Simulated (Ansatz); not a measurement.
This guess for RbDy4C is about to be relaxed.

```cif
data_structure
_symmetry_space_group_name_H-M 'F-43m'
_symmetry_Int_Tables_number 216
_cell_length_a 8.4154
_cell_length_b 8.4154
_cell_length_c 8.4154
_cell_angle_alpha 90.000
_cell_angle_beta 90.000
_cell_angle_gamma 90.000
_cell_volume 595.97
loop_
_atom_site_label
_atom_site_type_symbol
_atom_site_symmetry_multiplicity
_atom_site_Wyckoff_symbol
_atom_site_fract_x
_atom_site_fract_y
_atom_site_fract_z
_atom_site_occupancy
Rb1 Rb 4 a 0.00000 0.00000 0.00000 1
Dy1 Dy 16 e 0.62500 0.12500 0.87500 1
C1 C 4 d 0.25000 0.25000 0.75000 1
```

Level of theory: DFT PBE, scalar-relativistic, plane waves, PAW, and for the lanthanide a 4f-in-core norm-conserving potential, in Ansatz. Cutoff 630 eV, Gaussian smearing, Γ-centred meshes. Cell and atoms relax first on a coarse mesh and then on a finer one. In between, the cell is made exact in the group found at 0.06 Å. In metals the finer mesh still leaves noise of several meV/atom or more. The steps can't lower the symmetry of their start. No spin polarisation.

A guess keeps its type if space group and coordination stay and the shape of the cell changes little (axis ratios within about 15 %, angles within 6°); the volume may change.

Task: Does it keep its structure type, or change into something else?

Result: It keeps its type. The symmetry stays F-43m (No. 216). The volume per atom grows by 33.6 %, from 24.8 to 33.2 Å³. The shortest distance goes from 2.98 Å (Dy–Dy) to 3.23 Å (Dy–Dy). Counting neighbours within 15 % of an atom's shortest distance, the start has C 16, Dy 6, Rb 16 and the end C 16, Dy 6, Rb 16.

The last run used an 8×8×8 mesh for its 6-atom cell and Gaussian smearing of 0.10 eV. A structure relaxed within its symmetry needn't be a true minimum. Another cell of RbDy4C relaxed alike, in P6/mmm, lies 1.03 eV/atom lower, so this cell isn't the stable form at this level.

The lanthanide is trivalent by construction, without f bands, f moments or other valences.
